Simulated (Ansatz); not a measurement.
**MgTeW₃O₁₂: Quadrupolar parameters**

The cell is a computed structure from the Materials Project (it need not be an observed phase), taken as it stands.

```yaml
crystal:
  lattice:
    - [5.19692, 0.00000, 0.00000]
    - [0.03930, 5.74133, 0.00000]
    - [0.07981, 0.96837, 7.77642]
  atoms:
    - { symbol: Mg, position: [0.49235, 0.11424, 0.30012] }
    - { symbol: Te, position: [0.51104, 0.53968, 0.52689] }
    - { symbol: W, position: [0.00225, 0.99918, 0.53446] }
    - { symbol: W, position: [0.49998, 0.54737, 0.00054] }
    - { symbol: W, position: [0.99145, 0.03547, 0.01282] }
    - { symbol: O, position: [0.68652, 0.13562, 0.53371] }
    - { symbol: O, position: [0.86089, 0.98735, 0.23587] }
    - { symbol: O, position: [0.72732, 0.79023, 0.95188] }
    - { symbol: O, position: [0.84589, 0.68105, 0.55500] }
    - { symbol: O, position: [0.22244, 0.73258, 0.05051] }
    - { symbol: O, position: [0.59979, 0.45275, 0.22300] }
    - { symbol: O, position: [0.39049, 0.53217, 0.76418] }
    - { symbol: O, position: [0.78445, 0.28867, 0.94212] }
    - { symbol: O, position: [0.18032, 0.24950, 0.42408] }
    - { symbol: O, position: [0.28736, 0.20312, 0.05894] }
    - { symbol: O, position: [0.09529, 0.01598, 0.75822] }
    - { symbol: O, position: [0.32219, 0.82429, 0.43960] }
```

Atoms are numbered from 1 in the order listed; like atoms form one site, named after its first atom.

Computed with Ansatz: DFT, PBE, plane waves and PAW, scalar-relativistic, 420 eV cutoff, Γ-centred 5×4×3 k-points, Fermi–Dirac smearing 0.02 eV.

C_Q = eQV_zz/h, which is 24.18 MHz for Q = 1 b and V_zz = 10²¹ V/m²; η = (V_xx − V_yy)/V_zz.

Mg-25: I = 5/2, Q = 199.4 mb; ¹⁷O: I = 5/2, Q = -25.58 mb. Nuclear quadrupole moments: year-2017 set (Pyykkö).

```csv
site,atoms (order as listed),first shell,V_zz (10²¹ V/m²),η,C_Q (MHz)
Mg,1,6 O at 2.04–2.18 Å,1.24,0.65,5.98
Te,2,3 O at 1.95 Å; also 2 O at 2.48–2.53 Å,-26.0,0.17,–
W3,3,5 O at 1.81–2.11 Å,36.1,0.81,–
W4,4,6 O at 1.84–2.27 Å,-38.5,0.37,–
W5,5,6 O at 1.84–2.10 Å,-4.51,0.88,–
O6,6,"1 W at 1.81 Å, 1 Mg at 2.12 Å, angle 112°; also 1 Te at 2.48 Å",3.12,0.22,-1.93
O7,7,"1 W at 1.86 Å, 1 Mg at 2.12 Å, angle 122°; also 1 W at 2.47 Å",3.36,0.67,-2.08
O8,8,"2 W at 1.84–2.07 Å, angle 155°",4.63,0.39,-2.87
O9,9,"1 Te at 1.95 Å, 1 W at 1.99 Å, angle 139°",10.45,0.43,-6.46
O10,10,"2 W at 1.85–2.10 Å, angle 154°",4.30,0.47,-2.66
O11,11,"1 W at 1.84 Å, 1 Mg at 2.04 Å, angle 111°; also 1 Te at 2.53 Å",3.59,0.50,-2.22
O12,12,"1 Te at 1.95 Å, 1 W at 1.96 Å, angle 144°",9.59,0.28,-5.93
O13,13,"2 W at 1.84–2.17 Å, angle 150°; also 1 Mg at 3.23 Å",3.61,0.90,-2.23
O14,14,"1 W at 1.83 Å, 1 Mg at 2.08 Å, angle 107°; also 1 Te at 2.60 Å",4.15,0.06,-2.57
O15,15,"2 W at 1.88–2.27 Å, 1 Mg at 2.18 Å",4.18,0.49,-2.58
O16,16,"2 W at 1.84–2.08 Å, angle 150°",4.86,0.33,-3.00
O17,17,"1 Te at 1.95 Å, 1 Mg at 2.07 Å, 1 W at 2.11 Å",9.69,0.56,-5.99
```

At O8 and O16 V_zz runs parallel to the line that joins its two neighbours (within 4°) in each case. At Te V_zz stands upright on the plane through its three neighbours (within 5°). At O10 V_zz points along the longer of its two bonds, to W (within 6°).

Te, W have no stable isotope with a ground-state quadrupole moment in the table, so no C_Q is given.

At this cell the principal stresses reach 5 GPa in size with PBE, which can matter for small gradients. The largest force is 1.5 eV/Å, so the atoms aren't at the calculated equilibrium and relaxing them would move these values. Without spin–orbit coupling the gradients at and beside Te and W can be off by some per cent, at some sites by more.

Hardware: 2 threads of Arm Neoverse V1 (aarch64; 28 cores open to the job, memory cap 5.0 GiB, no GPU), a shared host with a load of 0.9 a core. Wall time 71 s, CPU time 2.3 min, peak memory 0.83 GiB.
